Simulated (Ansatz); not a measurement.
Structures of Ba2ZnP2: which is lowest?

Plane-wave DFT in Ansatz with scalar-relativistic PAW potentials, cutoff 420 eV, Γ-centred meshes chosen by cell and gap, Gaussian smearing with energies taken to zero width. Every cell was relaxed (cell and atoms) in a run of its own, within the symmetry of its start. Functional: PBE.

Relaxed structures (starts from databases or built by putting these elements on another compound's sites):
A. Ibam, 10 atoms in the computed cell, a = 6.801 Å, b = 13.213 Å, c = 6.420 Å; sites (symmetry × multiplicity) Ba ..m × 8, Zn 222 × 4, P ..m × 8; start: database
B. P-3m1, 5 atoms in the computed cell, a = 5.384 Å, c = 8.509 Å; sites (symmetry × multiplicity) Ba 3m. × 2, Zn -3m. × 1, P 3m. × 2; start: built

**Question.** Rank them by energy. Could pressure change the order?

**Answer.**
| structure | group | E − E(lowest) (meV/atom) | V (Å³/atom) | gap on mesh (eV) |
| --- | --- | --- | --- | --- |
| A | Ibam | 0.0 | 28.85 | 0.74 |
| B | P-3m1 | 327 | 42.71 | 0.57 |

A is lowest, 327 meV/atom under B. The lowest is also the densest of these, so pressure wouldn't bring one of the others in at first order. Other structures may lie lower than all of these, and vibrations aren't counted.

Spin-orbit coupling is left out, which matters for the bands of heavy elements.